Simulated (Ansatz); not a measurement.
Optical constants of Ag

The calculation used Ansatz 0.2.0, DFT PBEsol, scalar-relativistic, plane waves, PAW. Settings: 420 eV plane-wave cutoff, Γ-centred 20×20×20 mesh, Fermi-Dirac smearing of 0.15 eV. No spin polarisation.

Relaxed structure:
```yaml
crystal:
  lattice:
    - [0.00000, 2.02721, 2.02721]
    - [2.02721, 0.00000, 2.02721]
    - [2.02721, 2.02721, 0.00000]
  atoms:
    - { symbol: Ag, position: [0.00000, 0.00000, 0.00000] }
```

In a metal these results depend on the k mesh and the smearing.

Independent-particle response (no local fields, no excitons) on a 28×28×28 mesh, broadened by 0.1 eV; the Drude term is undamped and its weight carries the smearing above, which sets much of it in a semimetal. The run couldn't bound its error over part or most of this range, so small peaks and near ties are unsure. Light polarised along y. ε₁ lacks the small share of bands above those solved.

Q: Tabulate ε₁ and ε₂ against photon energy.

A:
```tsv
E (eV)	ε₁	ε₂
0.3	-930.90	0.00
0.7	-166.58	0.00
1.1	-64.13	0.00
1.5	-31.72	0.00
1.9	-17.23	0.01
2.3	-9.10	0.09
2.7	-3.42	0.91
3.1	-0.37	3.30
3.5	0.29	4.76
3.9	0.35	5.95
4.3	-1.29	6.29
4.7	-1.52	4.93
5.1	-1.38	4.13
5.5	-1.14	3.49
5.9	-0.85	2.98
6.3	-0.56	2.57
6.7	-0.22	2.18
7.1	0.19	1.97
7.5	0.53	1.89
7.9	0.81	1.86
8.3	1.08	2.16
8.7	0.94	2.02
9.1	1.00	1.96
9.5	1.11	1.87
9.9	1.34	1.93
10.3	1.22	2.01
10.7	1.17	1.94
11.1	1.22	1.85
11.5	1.32	1.80
11.9	1.45	1.80
```

Q: Where is the highest local maximum of ε₂ between 0.3 and 12 eV?

A: At 4.2 eV, where ε₂ = 6.6.

Cost: 1 run of about 0.45 core-minutes, on Arm Neoverse V2 (shared hosts).